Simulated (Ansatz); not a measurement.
**ScZn: energy along a strain**

ScZn, Pm-3m, a = 3.350 Å (as given, not relaxed at this level: -1.4 GPa). The structure is a COD entry; whether it is the stable form wasn't checked. Ansatz: r2SCAN, PAW, 500 eV, Γ-centred 14×14×14 mesh on 2 atoms, Gaussian smearing 0.15 eV; no spin polarisation. Cell vectors (Å): 3.350 0.000 0.000; 0.000 3.350 0.000; 0.000 0.000 3.350. The cell is strained by x per cent times the pattern (0 0 0 0 0 1) in the order xx yy zz yz xz xy (engineering shears), with fractional coordinates held. y is the free energy over the start, V0 = 18.798 Å³/atom. Symmetry makes y even in x.

| x (%) | y (meV/atom) |
| --- | --- |
| -6.00 | 14.98 |
| -3.00 | 3.76 |
| 0.00 | 0.00 |
| 0.75 | 0.23 |
| 1.50 | 0.94 |
| 2.25 | 2.12 |
| 3.75 | 5.87 |
| 4.50 | ? |
| 5.25 | 11.48 |

Task: Fit y = c2 x² + c4 x⁴ to the other rows, get the stiffness along the pattern, and predict the missing energy.

Result: Least squares on the rows shown. y = 0.4183 x² − 6.143×10⁻⁵ x⁴. The clamped-ion stiffness p·C·p = 2 × 4.183 eV × 160.2 / 18.798 Å³ = 71 GPa, which is C66 in these axes (C44 of the cubic crystal) (second derivative at the start, which stands under stress). At x = 4.50 the fit asked for gives 8.45 meV/atom. The run gave 8.45 meV/atom, the same to the digits shown.